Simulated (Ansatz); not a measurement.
Given:

PtS2:
```
CELL_PARAMETERS angstrom
      3.54792     0.00000     0.00000
     -1.77396     3.07259     0.00000
      0.00000     0.00000     5.61342
ATOMIC_POSITIONS crystal
  Pt 0.00000 0.00000 0.00000
  S  0.66667 0.33333 0.78023
  S  0.33333 0.66667 0.21977
```

This is the r²SCAN-relaxed structure. x, y and z are the axes in which the lattice vectors are written.

**Question.** All from r²SCAN (plane waves, PAW; program Ansatz), unless another level is named. Predict the smallest direct gap on the standard path.

**Answer.** 1.38 eV.

**Question.** What about the band gap?

**Answer.** 1.23 eV (indirect).

**Question.** What about the formation energy from the elements (no fitted shifts)?

**Answer.** -0.45 eV/atom.

**Question.** Predict the conduction-band minimum.

**Answer.** off the standard path, at k = (0.000, 0.266, 0.315).

Space group P-3m1 (CdI2 type). The r²SCAN relaxation kept the symmetry of its start. The run is not spin-polarised. A crystal of weakly bound layers computed without a dispersion correction: the cell and the soft elastic constants depend strongly on that. The references are the lowest solids computed at this level, not always the standard phases. Spin–orbit coupling is left out wherever it is not named.

Potentials: the later of the program's two PAW sets.
